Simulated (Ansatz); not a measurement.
## What DFT gives for Cu₃AsSe₄

```
CELL_PARAMETERS angstrom
0.00000 5.64652 0.00000
5.64652 0.00000 0.00000
2.82326 2.82326 -5.62568
ATOMIC_POSITIONS crystal
Cu 0.50000 0.50000 0.00000
As 0.00000 0.00000 0.00000
Se 0.61081 0.61081 0.26258
Se 0.38919 0.87339 0.73742
Se 0.12661 0.12661 0.26258
Se 0.87339 0.38919 0.73742
Cu 0.75000 0.25000 0.50000
Cu 0.25000 0.75000 0.50000
```

Level: r2SCAN, no spin polarisation; 500 eV; 7×7×7 Γ-centred mesh; fermi-dirac occupations (width 0.0173 eV); Ansatz 0.2.0, fixed geometry.

Describe some of the short contacts.

Se–Cu at 2.40 Å: least valence density 0.46 e/Å³ and ELF 0.26 there. As–Se at 2.53 Å: least valence density 0.49 e/Å³ and ELF 0.68 there. These are pseudo-fields; inside the PAW spheres they differ from the all-electron ones.

What does the stress say?

The pressure is -2.9 GPa (compression positive), so with the atoms held at these fractions the cell would first shrink.

Which atom feels the largest force, and which way?

The largest is on Se4 (and as large on other atoms): 0.26 eV/Å, components (0.11, -0.11, -0.21). It makes 116° with the line to a nearest neighbour, Cu8 at 2.40 Å.

What is the formation energy?

-0.18 eV an atom against the elements' usual phases (free molecules for gases, crystals otherwise, with no correction for O₂ or N₂), so it is bound against them; other compounds may still compete. Relaxing would lower it.

What happens at the Fermi level?

It is a metal, with about 2.8 states/eV a cell as the mean within 0.25 eV of the Fermi level, mostly Se p (59 %) and Cu d (30 %).

Which element gives electrons and which takes them?

Bader charges in e: Cu +0.46, As +0.54, Se -0.48. In the mean As gives up most and Se takes most.

Origin: a known structure type with other elements, at an estimated volume, so it need not be a known compound. Caveats: many states at the Fermi level without spin polarisation, so a magnetic state may lie lower.
